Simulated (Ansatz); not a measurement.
Relaxation of a generated trial cell of PtS2 in the AFLOW prototype AB2_oI6_71_a_g (as in MoPt2); 3 atoms in the cell, which starts as Immm (No. 71), oI6; a = 2.916 Å, b = 4.153 Å, c = 8.748 Å, α = 90.00°, β = 90.00°, γ = 90.00°. Computed with r2SCAN (plane waves to 500 eV, PAW, scalar-relativistic; Ansatz, a first-principles code). Γ-centred k-mesh 14×14×14 on the run's cell, Fermi–Dirac smearing 0.05 eV. This is the first round of the run. 

The optimiser's lines from the output (shortened; P is positive under compression):

```
relax step   1: F+E_penalty+E_count = -14345.65850100 eV  Δ(F+E_penalty+E_count) = +0.000e0 eV  max|allowed force component| = 1.666e0 eV/Å  Δτ_max = 0.0000 Å  P = -10.625 GPa  Ω = 52.964 Å³  (7 SCF iters, dr2 threshold 1.00e-7 eV, accepted)
relax step   2: F+E_penalty+E_count = -14346.19362816 eV  Δ(F+E_penalty+E_count) = -5.351e-1 eV  max|allowed force component| = 1.583e0 eV/Å  Δτ_max = 0.1068 Å  P = +0.460 GPa  Ω = 48.661 Å³  (7 SCF iters, dr2 threshold 3.00e-7 eV, accepted)
relax step   3: F+E_penalty+E_count = -14346.42620084 eV  Δ(F+E_penalty+E_count) = -2.326e-1 eV  max|allowed force component| = 1.801e0 eV/Å  Δτ_max = 0.1950 Å  P = +15.777 GPa  Ω = 48.253 Å³  (8 SCF iters, dr2 threshold 3.00e-7 eV, accepted)
relax step   4: F+E_penalty+E_count = -14346.58638838 eV  Δ(F+E_penalty+E_count) = -1.602e-1 eV  max|allowed force component| = 9.704e-1 eV/Å  Δτ_max = 0.0703 Å  P = +1.228 GPa  Ω = 50.870 Å³  (7 SCF iters, dr2 threshold 3.00e-7 eV, accepted)
relax step   5: F+E_penalty+E_count = -14346.68250751 eV  Δ(F+E_penalty+E_count) = -9.612e-2 eV  max|allowed force component| = 4.582e-1 eV/Å  Δτ_max = 0.0431 Å  P = +1.007 GPa  Ω = 52.497 Å³  (6 SCF iters, dr2 threshold 3.00e-7 eV, accepted)
relax step   6: F+E_penalty+E_count = -14346.71932745 eV  Δ(F+E_penalty+E_count) = -3.682e-2 eV  max|allowed force component| = 3.330e-1 eV/Å  Δτ_max = 0.0599 Å  P = +1.600 GPa  Ω = 54.867 Å³  (7 SCF iters, dr2 threshold 3.00e-7 eV, accepted)
relax step   7: F+E_penalty+E_count = -14346.73245568 eV  Δ(F+E_penalty+E_count) = -1.313e-2 eV  max|allowed force component| = 1.307e-1 eV/Å  Δτ_max = 0.0034 Å  P = +0.730 GPa  Ω = 55.594 Å³  (5 SCF iters, dr2 threshold 3.00e-7 eV, accepted)
relax step   8: F+E_penalty+E_count = -14346.78109135 eV  Δ(F+E_penalty+E_count) = -4.864e-2 eV  max|allowed force component| = 2.003e-1 eV/Å  Δτ_max = 0.0036 Å  P = -0.682 GPa  Ω = 56.655 Å³  (7 SCF iters, dr2 threshold 3.00e-7 eV, accepted)
relax step   9: F+E_penalty+E_count = -14346.80209632 eV  Δ(F+E_penalty+E_count) = -2.100e-2 eV  max|allowed force component| = 1.922e-1 eV/Å  Δτ_max = 0.0085 Å  P = -0.503 GPa  Ω = 57.044 Å³  (6 SCF iters, dr2 threshold 3.00e-7 eV, accepted)
relax step  10: F+E_penalty+E_count = -14346.40243732 eV  Δ(F+E_penalty+E_count) = +3.997e-1 eV  max|allowed force component| = 4.387e0 eV/Å  Δτ_max = 0.1274 Å  P = +12.347 GPa  Ω = 58.242 Å³  (7 SCF iters, dr2 threshold 3.00e-7 eV, rejected (line search))
relax step  11: F+E_penalty+E_count = -14346.80621774 eV  Δ(F+E_penalty+E_count) = -4.121e-3 eV  max|allowed force component| = 1.561e-2 eV/Å  Δτ_max = 0.0130 Å  P = +0.168 GPa  Ω = 55.982 Å³  (11 SCF iters, accepted)
relax step  12: F+E_penalty+E_count = -14346.80622773 eV  Δ(F+E_penalty+E_count) = -9.990e-6 eV  max|allowed force component| = 4.890e-3 eV/Å  Δτ_max = 0.0039 Å  P = -0.086 GPa  Ω = 56.302 Å³  (4 SCF iters, dr2 threshold 1.32e-7 eV, accepted)
relax step  13: F+E_penalty+E_count = -14346.80627471 eV  Δ(F+E_penalty+E_count) = -4.698e-5 eV  max|allowed force component| = 4.337e-5 eV/Å  Δτ_max = 0.0009 Å  P = -0.003 GPa  Ω = 56.218 Å³  (4 SCF iters, dr2 threshold 4.40e-8 eV, accepted)
relax step  14: F+E_penalty+E_count = -14346.80852283 eV  Δ(F+E_penalty+E_count) = -2.248e-3 eV  max|allowed force component| = 1.133e-4 eV/Å  Δτ_max = 0.0000 Å  P = +0.001 GPa  Ω = 56.218 Å³  stress off target by 3.01e-2 GPa  SCF on the basis re-selected at this cell (its energy is not comparable with the rows above)  (8 SCF iters)
relax step  15: F+E_penalty+E_count = -14346.80852961 eV  Δ(F+E_penalty+E_count) = -6.784e-6 eV  max|allowed force component| = 2.596e-5 eV/Å  Δτ_max = 0.0001 Å  P = +0.001 GPa  Ω = 56.222 Å³  (4 SCF iters, dr2 threshold 2.26e-9 eV, accepted)
relax step  16: F+E_penalty+E_count = -14346.80852963 eV  Δ(F+E_penalty+E_count) = -1.405e-8 eV  max|allowed force component| = 2.481e-5 eV/Å  Δτ_max = 0.0000 Å  P = +0.001 GPa  Ω = 56.222 Å³  stress off target by 4.67e-3 GPa  SCF on the basis re-selected at this cell (its energy is not comparable with the rows above)  (5 SCF iters)
```

From the first to the last row the energy changes by -0.38 eV/atom and the volume by +6.2 %. The last row is marked as not comparable with the walk above it, whose basis was carried along; it does compare with step 1, since both stand on a basis selected at the nominal cutoff for their own cell.

Step 10 was rejected by the optimiser.

Later rounds, restarted from the end of this one on a renewed k-mesh, logged 8 more steps and released under 0.01 eV/atom more. The final structure after all rounds: I4/mmm (No. 139), tI6; a = b = 3.433 Å, c = 9.543 Å, α = β = γ = 90.00°. Between re-selections the logged energies stand on a plane-wave basis carried along with the cell. The relaxed cell holds bonded S–S pairs (2.06 Å). No spin polarisation in the result.

The run could not lose the symmetry of its start, so the end can be a saddle point.

The relaxed structure here is a generated cell of PtS2: the first start was made by placing the elements on the sites of a structure type, and the end was not matched to a known phase here, so it may be hypothetical. Known forms of PtS2 include space group No. 164.
